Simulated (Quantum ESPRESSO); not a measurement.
```cif
data_BrK
_chemical_formula_sum 'K1 Br1'
_space_group_name_H-M_alt 'P 1'
_space_group_IT_number 1
_cell_length_a 4.63061
_cell_length_b 4.63061
_cell_length_c 4.63061
_cell_angle_alpha 60.000
_cell_angle_beta 60.000
_cell_angle_gamma 60.000
loop_
_space_group_symop_operation_xyz
  'x, y, z'
loop_
_atom_site_label
_atom_site_type_symbol
_atom_site_fract_x
_atom_site_fract_y
_atom_site_fract_z
_atom_site_occupancy
K1 K 0.00000 0.00000 0.00000 1
Br1 Br 0.50000 0.50000 0.50000 1
```

Cell and atoms were relaxed with PBEsol from Materials Project entry mp-23251, within its symmetry.

Question: What does PBEsol (Quantum ESPRESSO, PseudoDojo norm-conserving, 74 Ry, scalar-relativistic) give for the electronic structure near the Fermi level?

Answer: The PBEsol gap is direct, 4.34 eV at Γ. Spin-orbit splittings are left out.
